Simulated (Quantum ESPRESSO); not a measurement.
Band energies of Ag

```
Ag
1.0
    2.91113     0.00000     0.00000
   -1.45557     2.52111     0.00000
    0.00000     0.00000     9.46371
Ag
4
Direct
  0.00000   0.00000   0.00000
  0.00000   0.00000   0.50000
  0.33333   0.66667   0.25000
  0.66667   0.33333   0.75000
```

PBEsol (Quantum ESPRESSO, PseudoDojo norm-conserving, 82 Ry, scalar-relativistic); path ΓMKΓALHA,LM,KH; energies in eV from the Fermi level.

```
k (1/Å)  point  band 34  band 35  band 36  band 37  band 38  band 39  band 40  band 41
-------  -----  -------  -------  -------  -------  -------  -------  -------  -------
0.00         Γ    -3.51    -3.51    -3.29    -3.29    -2.90    -2.90    -0.35     3.58
0.57              -3.78    -3.41    -3.29    -2.83    -2.39    -2.37     2.49     3.97
1.25         M    -2.72    -2.72    -2.69    -0.19     0.73     1.00     1.53     4.22
1.97         K    -3.04    -3.04    -2.95     3.06     3.08     3.08     4.02     4.69
2.58              -3.09    -3.06    -2.91    -2.36    -1.12    -1.07     4.52     4.76
3.20              -3.51    -3.30    -3.29    -3.22    -3.14    -2.88     0.20     3.62
3.40         Γ    -3.51    -3.51    -3.29    -3.29    -2.90    -2.90    -0.35     3.58
3.74         A    -3.68    -3.06    -3.06    -3.06    -3.06    -2.40    -2.40     6.46
3.84              -3.68    -3.25    -3.25    -3.06    -3.06    -2.18    -2.18     6.49
4.46              -3.39    -3.29    -3.29    -2.97    -2.97     0.68     0.68     7.80
4.98         L    -2.84    -2.73    -2.73     0.24     0.24     1.38     1.38     4.67
5.09              -2.85    -2.76    -2.76     0.34     0.34     1.45     1.45     4.71
5.70         H    -3.03    -2.90    -2.90     3.40     3.40     3.44     3.44     3.78
6.24              -3.18    -2.80    -2.80    -1.74    -1.74     1.88     1.88     7.81
6.78              -3.73    -3.61    -3.61    -3.03    -3.03    -1.10    -1.10     6.83
7.14         A    -3.68    -3.06    -3.06    -3.06    -3.06    -2.40    -2.40     6.46
7.14         L    -2.84    -2.73    -2.73     0.24     0.24     1.38     1.38     4.67
7.25              -2.83    -2.73    -2.73     0.04     0.44     1.25     1.46     4.51
7.47         M    -2.72    -2.72    -2.69    -0.19     0.73     1.00     1.53     4.22
7.47         K    -3.04    -3.04    -2.95     3.06     3.08     3.08     4.02     4.69
7.80         H    -3.03    -2.90    -2.90     3.40     3.40     3.44     3.44     3.78
```

A metal at this level: along this path bands 37, 38, 39, 40 cross the Fermi level.

Spin-orbit splittings are left out.

Geometry of the Materials Project entry, not relaxed at this level.

This is not the ordinary phase of the substance.
